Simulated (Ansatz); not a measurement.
## Ta: energy along a strain

Ta, Fm-3m, a = 4.220 Å (as given, not relaxed at this level: -1.7 GPa). This isn't the element's structure at ambient conditions. Ansatz: r2SCAN, PAW, 500 eV, Γ-centred 20×20×20 mesh on 1 atom, Gaussian smearing 0.15 eV; no spin polarisation. Cell vectors (Å): 0.000 2.110 2.110; 2.110 0.000 2.110; 2.110 2.110 0.000. The cell is strained by x per cent times the pattern (1 1 0 0 0 0) in the order xx yy zz yz xz xy (engineering shears), with fractional coordinates held. y is the free energy over the start, V0 = 18.788 Å³/atom. Points with a strain past 8.5 % were computed too (3) and aren't used here.

| x (%) | y (meV/atom) |
| --- | --- |
| -7.50 | 224.33 |
| -5.00 | 90.25 |
| -2.50 | 17.24 |
| 0.00 | 0.00 |
| 2.50 | ? |
| 5.00 | 114.79 |
| 7.50 | 233.83 |

Fit y = c1 x + c2 x² + c3 x³ to the other rows, get the stiffness along the pattern, and predict the missing energy.

Least squares on the rows shown. y = 3.8388 x + 4.0776 x² − 0.056877 x³. The clamped-ion stiffness p·C·p = 2 × 40.78 eV × 160.2 / 18.788 Å³ = 695 GPa (second derivative at the start, which stands under stress). At x = 2.50 the fit asked for gives 34.19 meV/atom. The run gave 34.74 meV/atom, so the fit is 0.55 meV/atom too low, within twice the rms miss on the fitted rows (0.47 meV/atom).

Spin–orbit coupling is left out, which can shift energies with elements as heavy as these.